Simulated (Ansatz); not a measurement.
HfO$_{2}$:
```yaml
crystal:
  lattice:
    - [5.11421, 0.00000, 0.00000]
    - [0.00000, 5.18193, 0.00000]
    - [-0.87078, 0.00000, 5.22381]
  atoms:
    - { symbol: Hf, position: [0.27620, 0.45815, 0.70826] }
    - { symbol: Hf, position: [0.72380, 0.54185, 0.29174] }
    - { symbol: Hf, position: [0.72380, 0.95815, 0.79174] }
    - { symbol: Hf, position: [0.27620, 0.04185, 0.20826] }
    - { symbol: O, position: [0.44797, 0.74233, 0.97847] }
    - { symbol: O, position: [0.55203, 0.25767, 0.02153] }
    - { symbol: O, position: [0.55203, 0.24233, 0.52153] }
    - { symbol: O, position: [0.44797, 0.75767, 0.47847] }
    - { symbol: O, position: [0.07005, 0.33376, 0.34403] }
    - { symbol: O, position: [0.92995, 0.66624, 0.65597] }
    - { symbol: O, position: [0.92995, 0.83376, 0.15597] }
    - { symbol: O, position: [0.07005, 0.16624, 0.84403] }
```

r²SCAN in the plane-wave PAW code Ansatz gives a gap of 4.60 eV without spin–orbit coupling, maximum at Γ, minimum at Y2.

**Question.** What happens when spin–orbit coupling is switched on?

**Answer.** The gap falls by 0.01 eV, to 4.59 eV; maximum at Γ, minimum at Y2.

**Question.** Give the electron effective mass with spin–orbit coupling.

**Answer.** 1.0, 1.1, 5.4 mₑ (principal values).

**Question.** Give the hole effective mass with spin–orbit coupling.

**Answer.** 2.1, 2.1, 8.2 mₑ (principal values).

Space group P2_1/c. The r²SCAN relaxation kept the symmetry of its start. No spin polarisation was allowed.

Potentials: the earlier of the program's two PAW sets.
